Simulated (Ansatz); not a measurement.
**Computed properties of La$_{2}$GeI$_{2}$**

La₂GeI₂:
```cif
data_GeI2La2
_chemical_formula_sum 'La2 Ge1 I2'
_space_group_name_H-M_alt 'P 1'
_space_group_IT_number 1
_cell_length_a 10.81988
_cell_length_b 10.81988
_cell_length_c 10.81988
_cell_angle_alpha 23.371
_cell_angle_beta 23.371
_cell_angle_gamma 23.371
loop_
_space_group_symop_operation_xyz
  'x, y, z'
loop_
_atom_site_label
_atom_site_type_symbol
_atom_site_fract_x
_atom_site_fract_y
_atom_site_fract_z
_atom_site_occupancy
La1 La 0.61398 0.61398 0.61398 1
La2 La 0.38602 0.38602 0.38602 1
Ge1 Ge 0.00000 0.00000 0.00000 1
I1 I 0.78296 0.78296 0.78296 1
I2 I 0.21704 0.21704 0.21704 1
```

Space group R-3m (No. 166); conventional cell a = 4.383 Å, b = 4.383 Å, c = 31.559 Å, α = 90.00°, β = 90.00°, γ = 120.00°.

Method: plane-wave PAW LDA (Ansatz code). The cell and atoms are relaxed at this level. Other levels are named where they apply.

**Cell and energy**

- Volume per atom = 35.00 Å³
- Density = 5.73 g/cm³
- Formation energy from the elements (no fitted shifts) = -1.25 eV/atom

**Electronic structure**

- Band gap: 0.22 eV (direct)
- Valence-band maximum: at L
- Conduction-band minimum: at L (3 equivalent valleys)
- Electron effective mass: 0.086, 0.92, 6.6 mₑ (principal values)
- Hole effective mass: 0.090, 2.1, 5.2 mₑ (principal values)
- Gap with spin–orbit coupling: 0.15 eV (the band order may be inverted)

The workflow started from a Materials Project entry (that database holds measured and hypothetical structures alike); the Crystallography Open Database files this formula in space group No. 166, but the cells were not matched. Whether it is the stable phase at ambient conditions was not checked. Symmetry was held in the LDA relaxation; whether a distortion lowers the energy is not shown. A crystal of weakly bound layers computed without a dispersion correction: the cell and the soft elastic constants depend strongly on that. The references are the lowest solids computed at this level, not always the standard phases. Spin–orbit coupling is left out wherever it is not named.

Potentials: the later of the program's two PAW sets.
